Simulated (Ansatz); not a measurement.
Here is the system:

GaP:
```
GaP
1.0
    0.00000     2.72581     2.72581
    2.72581     0.00000     2.72581
    2.72581     2.72581     0.00000
Ga P
1 1
Direct
  0.00000   0.00000   0.00000
  0.75000   0.75000   0.75000
```

This is the r²SCAN-relaxed structure.

Task: All from r²SCAN (plane waves, PAW; program Ansatz), unless another level is named. Give the highest zone-centre frequency (without LO–TO term).

Result: 360 cm^-1.

Task: Next, the Hill bulk and shear moduli?

Result: 87.8 and 57.9 GPa.

Task: What about the zero-point energy?

Result: 46.8 meV/atom.

Space group F-43m (zinc blende). The r²SCAN relaxation kept the symmetry of its start; phonons on a q-mesh show no instability. Scalar-relativistic: spin–orbit coupling is off unless named, which matters more the heavier the elements.

Potentials: the earlier of the program's two PAW sets.
